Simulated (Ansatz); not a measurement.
**Sc2NF3: rattling a relaxed structure**

It was reached by relaxing an invented guess, and it needn't be the stable form of this composition.

Method: Ansatz, DFT PBE, scalar-relativistic, plane waves, PAW. Cutoff 420 eV; k points 6×4×4 on the computed 12-atom cell (Γ-centred); Gaussian smearing, width 0.02 eV; no spin polarisation.

The cell below (12 atoms, space group P2_1 (No. 4)) is relaxed within its symmetry.

```
Sc N F
1.0
     5.35536    0.00000   -0.73384
     0.00000    5.42367    0.00000
    -1.89136    0.00000    5.96686
Sc N F
4 2 6
Cartesian
  -0.8774 2.3292 3.9507
  4.3414 5.0411 1.2823
  1.9282 5.3564 3.5652
  1.5358 2.6446 1.6678
  3.0791 3.8429 2.4925
  0.3849 1.1311 2.7406
  3.3466 1.1325 4.4471
  0.1174 3.8444 0.7859
  0.2032 2.4781 5.6780
  3.2608 5.1899 -0.4450
  3.0058 1.1318 1.9557
  0.4582 3.8437 3.2773
```

For the test it was strained at random (σ = 1.5 % a component), the atoms were moved at random (σ = 0.05 Å), and all was relaxed again on a coarse 4×4×4 mesh (in the run’s order of axes) with 0.10 eV smearing, with no symmetry imposed.

Q: Does it come back?

A: It returns, within 1 meV/atom of the unmoved cell on that mesh and with the same symmetry when read at 0.1 Å (P1 at 0.01 Å, so small strains and shifts remain). No instability shows in this cell; modes of other wave vectors, which need another repeat, aren't tested.
